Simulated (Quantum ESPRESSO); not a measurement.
## Al6Si2ZnP7 (input and log of a self-consistent run)

Computed values, not a measurement. The program is pw.x of Quantum ESPRESSO 7.5 (plane-wave density functional theory). The cell is made up: 16 atoms on a doubled zincblende/diamond lattice, with randomly drawn elements, strain and displacements, not relaxed. PseudoDojo standard norm-conserving files (v0.5 for PBE, v0.4.1 for LDA and PBEsol) set the functional; there is no spin polarisation, spin-orbit coupling or dispersion term, and the masses in the input are unused placeholders. A spin-polarised start on this cell or one of its family kept no moment above 0.05 Bohr magneton at the same smearing; a narrower smearing was not tried.

Input:

```
&control calculation='scf', pseudo_dir='./dojo.nc.sr.pbe.v0_5.standard.upf', outdir='./o', disk_io='low', tprnfor=.true., tstress=.true. /
&system ibrav=0, nat=16, ntyp=4, nbnd=51, ecutwfc=84.00895049, nosym=.true., tot_charge=0,
 occupations='smearing', smearing='fd', degauss=0.0073498644
/
&electrons conv_thr=7.350e-09, electron_maxstep=60, /
ATOMIC_SPECIES
Al 1.0 Al.upf
P 1.0 P.upf
Si 1.0 Si.upf
Zn 1.0 Zn.upf
CELL_PARAMETERS angstrom
5.5891 -0.0069 0.069
-0.0069 5.4836 -0.0981
0.1381 -0.1963 11.1436
ATOMIC_POSITIONS angstrom
Al -0.0813 -0.0968 0.1078
Al 0.0871 2.6486 2.6907
Si 2.8665 0.016 2.7399
Al 2.9498 2.7067 -0.0087
Al 0.0277 -0.0429 5.562
Zn 0.1813 2.5212 8.3448
Al 2.8117 -0.1951 8.3438
Al 2.9626 2.5921 5.5533
P 1.413 1.3929 1.4209
Si 1.4481 4.1975 4.1008
P 4.247 1.3859 4.1459
P 4.2861 4.1281 1.4421
P 1.4248 1.2884 7.0464
P 1.4796 3.9721 9.716
P 4.3373 1.1239 9.8633
P 4.3785 3.8979 6.881
K_POINTS automatic
6 6 4 1 1 1
```

The log is shortened where brackets say so; the opening notice, blank lines, dates and the lines on written files are dropped, and the path of the files is cut. It prints rydbergs, bohrs and kilobars, and counts compression as positive stress.

```
     Program PWSCF v.7.5
     Parallel version (MPI & OpenMP), running on       4 processor cores
     Number of MPI processes:                 4
     Threads/MPI process:                     1
     [start-up lines left out]
     bravais-lattice index     =            0
     lattice parameter (alat)  =      10.5627  a.u.
     unit-cell volume          =    2303.7003 (a.u.)^3
     number of atoms/cell      =           16
     number of atomic types    =            4
     number of electrons       =        81.00
     number of Kohn-Sham states=           51
     kinetic-energy cutoff     =      84.0090  Ry
     charge density cutoff     =     336.0358  Ry
     scf convergence threshold =      7.3E-09
     mixing beta               =       0.7000
     number of iterations used =            8  plain     mixing
     Exchange-correlation= PBE
                           (   1   4   3   4   0   0   0)
     [axes and pseudopotential details left out]
   Cartesian axes
     site n.     atom                  positions (alat units)
         1        Al     tau(   1) = (  -0.0145451  -0.0173181   0.0192861  )
         2        Al     tau(   2) = (   0.0155827   0.4738502   0.4813821  )
         3        Si     tau(   3) = (   0.5128338   0.0028625   0.4901843  )
         4        Al     tau(   4) = (   0.5277367   0.4842446  -0.0015565  )
         5        Al     tau(   5) = (   0.0049557  -0.0076751   0.9950747  )
         6        Zn     tau(   6) = (   0.0324356   0.4510576   1.4929341  )
         7        Al     tau(   7) = (   0.5030298  -0.0349045   1.4927552  )
         8        Al     tau(   8) = (   0.5300267   0.4637420   0.9935182  )
         9        P      tau(   9) = (   0.2527941   0.2491980   0.2542074  )
        10        Si     tau(  10) = (   0.2590737   0.7509576   0.7336574  )
        11        P      tau(  11) = (   0.7598134   0.2479457   0.7417260  )
        12        P      tau(  12) = (   0.7668086   0.7385415   0.2580002  )
        13        P      tau(  13) = (   0.2549051   0.2305024   1.2606426  )
        14        P      tau(  14) = (   0.2647092   0.7106322   1.7382499  )
        15        P      tau(  15) = (   0.7759686   0.2010724   1.7646027  )
        16        P      tau(  16) = (   0.7833395   0.6973574   1.2310516  )
     number of k points=    72  Fermi-Dirac smearing, width (Ry)=  0.0073
                       cart. coord. in units 2pi/alat
        k(    1) = (   0.0826660   0.0861776   0.0631925), wk =   0.0277778
        k(    2) = (   0.0811199   0.0884201   0.1886489), wk =   0.0277778
     [further k points left out]
     Dense  grid:   239681 G-vectors     FFT dimensions: (  64,  64, 125)
     Estimated max dynamical RAM per process >     831.14 MB
     Estimated total dynamical RAM >       3.08 GB
     Initial potential from superposition of free atoms
     starting charge      80.9830, renormalised to      81.0000
     Starting wfcs are   70 randomized atomic wfcs
     total cpu time spent up to now is       30.5 secs
     per-process dynamical memory:   698.5 Mb
     Self-consistent Calculation
     iteration #  1     ecut=    84.01 Ry     beta= 0.70
     Davidson diagonalization with overlap
     ethr =  1.00E-02,  avg # of iterations =  3.9
     Threshold (ethr) on eigenvalues was too large:
     Diagonalizing with lowered threshold
     Davidson diagonalization with overlap
     ethr =  8.85E-04,  avg # of iterations =  2.0
     total cpu time spent up to now is      164.5 secs
     total energy              =    -559.91745237 Ry
     estimated scf accuracy    <       0.73548212 Ry
     iteration #  2     ecut=    84.01 Ry     beta= 0.70
     Davidson diagonalization with overlap
     ethr =  9.08E-04,  avg # of iterations =  4.7
     total cpu time spent up to now is      244.5 secs
     total energy              =    -559.98014428 Ry
     estimated scf accuracy    <       0.46196333 Ry
     iteration #  3     ecut=    84.01 Ry     beta= 0.70
     Davidson diagonalization with overlap
     ethr =  5.70E-04,  avg # of iterations =  5.7
     total cpu time spent up to now is      324.6 secs
     total energy              =    -560.03048248 Ry
     estimated scf accuracy    <       0.63453888 Ry
     iteration #  4     ecut=    84.01 Ry     beta= 0.70
     Davidson diagonalization with overlap
     ethr =  5.70E-04,  avg # of iterations =  2.7
     total cpu time spent up to now is      388.3 secs
     total energy              =    -560.12460223 Ry
     estimated scf accuracy    <       0.02977550 Ry
     iteration #  5     ecut=    84.01 Ry     beta= 0.70
     Davidson diagonalization with overlap
     c_bands:  1 eigenvalues not converged
     ethr =  3.68E-05,  avg # of iterations = 11.8
     total cpu time spent up to now is      485.3 secs
     total energy              =    -560.12905044 Ry
     estimated scf accuracy    <       0.01142193 Ry
     [iterations 6 to 8 left out]
     iteration #  9     ecut=    84.01 Ry     beta= 0.70
     Davidson diagonalization with overlap
     ethr =  1.00E-07,  avg # of iterations =  2.1
     total cpu time spent up to now is      786.9 secs
     total energy              =    -560.13268670 Ry
     estimated scf accuracy    <       0.00000731 Ry
     iteration # 10     ecut=    84.01 Ry     beta= 0.70
     Davidson diagonalization with overlap
     ethr =  9.03E-09,  avg # of iterations =  4.0
     total cpu time spent up to now is      858.4 secs
     total energy              =    -560.13268818 Ry
     estimated scf accuracy    <       0.00000248 Ry
     iteration # 11     ecut=    84.01 Ry     beta= 0.70
     Davidson diagonalization with overlap
     ethr =  3.06E-09,  avg # of iterations =  2.0
     total cpu time spent up to now is      919.0 secs
     total energy              =    -560.13268847 Ry
     estimated scf accuracy    <       0.00000017 Ry
     iteration # 12     ecut=    84.01 Ry     beta= 0.70
     Davidson diagonalization with overlap
     ethr =  2.14E-10,  avg # of iterations =  4.0
     total cpu time spent up to now is      992.2 secs
     total energy              =    -560.13268852 Ry
     estimated scf accuracy    <       0.00000002 Ry
     iteration # 13     ecut=    84.01 Ry     beta= 0.70
     Davidson diagonalization with overlap
     ethr =  2.90E-11,  avg # of iterations =  2.6
     total cpu time spent up to now is     1058.4 secs
     End of self-consistent calculation
          k = 0.0827 0.0862 0.0632 ( 29954 PWs)   bands (ev):
  -120.1032 -74.2872 -74.2498 -74.2391  -6.8395  -5.7128  -5.3544  -4.9956
    -4.4614  -4.0748  -3.9837  -2.5993  -1.6122  -1.1656  -1.1343  -1.1048
    -1.0213  -0.9981  -0.2002  -0.1359   0.2945   0.5821   1.3071   1.5893
     1.7070   2.0438   2.2034   2.4125   2.4726   2.7540   2.8598   2.9523
     3.1490   3.2013   3.6239   3.8287   4.3400   4.3748   4.8903   5.0727
     5.3775   6.1627   6.6265   6.8527   7.0200   7.5690   7.7110   7.9025
     8.1112   8.4343   8.6329
     [levels at the other k points left out]
     the Fermi energy is     5.1818 ev
!    total energy              =    -560.13268852 Ry
     estimated scf accuracy    <          5.3E-09 Ry
     smearing contrib. (-TS)   =      -0.01155946 Ry
     internal energy E=F+TS    =    -560.12112906 Ry
     The total energy is F=E-TS. E is the sum of the following terms:
     one-electron contribution =    -499.82611026 Ry
     hartree contribution      =     276.00660385 Ry
     xc contribution           =     -92.52942905 Ry
     ewald contribution        =    -243.77219360 Ry
     convergence has been achieved in  13 iterations
     Forces acting on atoms (cartesian axes, Ry/au):
     atom    1 type  1   force =     0.04865584    0.05241946   -0.05939809
     atom    2 type  1   force =    -0.01606041    0.05181678    0.04956064
     atom    3 type  3   force =    -0.01887004    0.00362851    0.03605244
     atom    4 type  1   force =    -0.05754886    0.03379133   -0.00460304
     atom    5 type  1   force =    -0.01353109    0.02048254    0.03001789
     atom    6 type  4   force =    -0.04096107    0.03239703    0.03651418
     atom    7 type  1   force =     0.02299035   -0.00015519    0.00470463
     atom    8 type  1   force =    -0.06255699    0.03095566    0.03035482
     atom    9 type  2   force =     0.05792029   -0.04864254   -0.04367795
     atom   10 type  3   force =     0.04668571   -0.03445583   -0.02774654
     atom   11 type  2   force =     0.00699422   -0.05398459   -0.03636252
     atom   12 type  2   force =    -0.04896057   -0.03408023    0.02606714
     atom   13 type  2   force =     0.05156911   -0.03146700   -0.06457214
     atom   14 type  2   force =     0.02554880   -0.02456902    0.02599061
     atom   15 type  2   force =     0.01419566   -0.02042498   -0.02718155
     atom   16 type  2   force =    -0.01607096    0.02228809    0.02427948
     Total force =     0.254630     Total SCF correction =     0.000188
     Computing stress (Cartesian axis) and pressure
          total   stress  (Ry/bohr**3)                   (kbar)     P=       -5.73
  -0.00009566  -0.00005322  -0.00028080          -14.07       -7.83      -41.31
  -0.00005322   0.00000108   0.00019798           -7.83        0.16       29.12
  -0.00028080   0.00019798  -0.00002225          -41.31       29.12       -3.27
     init_run     :     29.13s CPU     30.30s WALL (       1 calls)
     electrons    :   1010.60s CPU   1028.01s WALL (       1 calls)
     forces       :     13.57s CPU     13.82s WALL (       1 calls)
     stress       :     46.56s CPU     48.72s WALL (       1 calls)
     [timing details left out]
     PWSCF        :  18m20.38s CPU  18m41.69s WALL
     JOB DONE.
```

In other units: free energy -7620.993 eV for the cell, pressure -0.57 GPa, largest force component 1.660 eV/Å. A rerun of a related cell, with the same atoms placed differently, at a cutoff of 1437 eV and k mesh 8 x 8 x 6 moved values by no more than 0.002 eV in energy, 0.02 GPa in stress and 0.002 eV/Å in force.